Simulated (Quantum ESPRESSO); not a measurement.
## Mg2ZnCaO4 (a curve over strain)

Simulated, not a measurement. The program is pw.x of Quantum ESPRESSO 7.5 (plane-wave density functional theory). The cell is made up: 8 atoms on a rocksalt lattice, with randomly drawn elements, strain and displacements, not relaxed. PseudoDojo standard norm-conserving files (v0.5 for PBE, v0.4.1 for LDA and PBEsol) set the functional; there is no spin polarisation, spin-orbit coupling or dispersion term, and the masses in the input are unused placeholders.

Seven runs add a strain to one cell (along z); the atoms follow the cell and are not relaxed. Stress in the table is positive in tension.

Input of the run at -0.0033:

```
&control calculation='scf', pseudo_dir='./dojo.nc.sr.pbe.v0_5.standard.upf', outdir='./o', disk_io='medium', tprnfor=.true., tstress=.true. /
&system ibrav=0, nat=8, ntyp=4, nbnd=43, ecutwfc=84.00895049, nosym=.true., tot_charge=0,
 occupations='smearing', smearing='fd', degauss=0.0018374661
/
&electrons conv_thr=7.350e-09, electron_maxstep=60, /
ATOMIC_SPECIES
Ca 1.0 Ca.upf
Mg 1.0 Mg.upf
O 1.0 O.upf
Zn 1.0 Zn.upf
CELL_PARAMETERS angstrom
4.5851 0.0268 -0.0567
0.0268 4.5478 0.0103
-0.0569 0.0103 4.4106
ATOMIC_POSITIONS angstrom
Mg 0.0637 0.0561 -0.0823
Zn -0.0129 2.2866 2.2942
Mg 2.2429 -0.0143 2.0898
Ca 2.2843 2.2874 -0.0136
O 2.3402 0.0065 -0.0534
O 2.1925 2.2789 2.1703
O 4.6352 0.0177 2.1783
O 4.5111 2.2009 -0.1405
K_POINTS automatic
4 4 4 1 1 1
```

```
added strain  free energy less that of the input shown (eV)  stress xx (GPa)  stress yy (GPa)  stress zz (GPa)  stress xy (GPa)  pressure (GPa)  iterations
     -0.0240                                         0.0337             4.48             2.45            -5.89             0.93           -0.35          12
     -0.0205                                         0.0229             4.77             2.76            -4.78             0.94           -0.92          12
     -0.0116                                         0.0051             5.48             3.51            -2.14             0.95           -2.28          12
     -0.0033                                         0.0000             6.12             4.19             0.07             0.96           -3.46          12
     +0.0142                                         0.0211             7.40             5.53             4.06             0.97           -5.66          12
     +0.0202                                         0.0370             7.81             5.97             5.24             0.98           -6.34          12
```

Question: one run is left out of the table, at +0.0082. Estimate its stress zz (GPa).

Answer: 2.79. The whole row:

| added strain | free energy less that of the input shown (eV) | stress xx (GPa) | stress yy (GPa) | stress zz (GPa) | stress xy (GPa) | pressure (GPa) | iterations |
| --- | --- | --- | --- | --- | --- | --- | --- |
| +0.0082 | 0.0094 | 6.97 | 5.09 | 2.79 | 0.97 | -4.95 | 12 |

A cubic fit gives a slope of stress zz against the added strain of 243 GPa at zero added strain, with the atoms clamped. Across the table the free energy follows the integral of the stress to within 1.1 meV. A rerun of one of the cells at 1437 eV and a 6 x 6 x 6 mesh moved values by no more than 0.002 eV in energy, 0.05 GPa in stress and 0.003 eV/Å in force.